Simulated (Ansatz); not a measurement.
Values for one crystal, relaxed and computed with r²SCAN (plane waves, PAW; program Ansatz); other levels are named.

```yaml
volume_per_atom: 94.93 Å³
electronic_character: metallic (no gap)
Density of states at the Fermi level: 0.86 states/eV per atom (mean over ±0.08 eV)
Pressure derivative B′: 3.7
Bulk modulus (Birch–Murnaghan fit): 2.6 GPa
hill_bulk_and_shear_moduli: 2.6 and 0.9 GPa
Elastic constants (relaxed ions, GPa): C11 = 3.0, C12 = 2.4, C44 = 1.8
```

Q: Which compound is it?
A) Ca, fcc (Cu type)
B) Cs, bcc (W type)
C) Cr, bcc (W type)
D) Rb, bcc (W type)

A: D, Rb, bcc (W type)

Space group Im-3m (bcc (W type)). The r²SCAN relaxation kept the symmetry of its start. As this level gives no gap, shear constants depend on the k-mesh and smearing (Fermi–Dirac, 0.1 eV here). Scalar-relativistic: spin–orbit coupling is off unless named, which matters more the heavier the elements.

Potentials: the earlier of the program's two PAW sets.
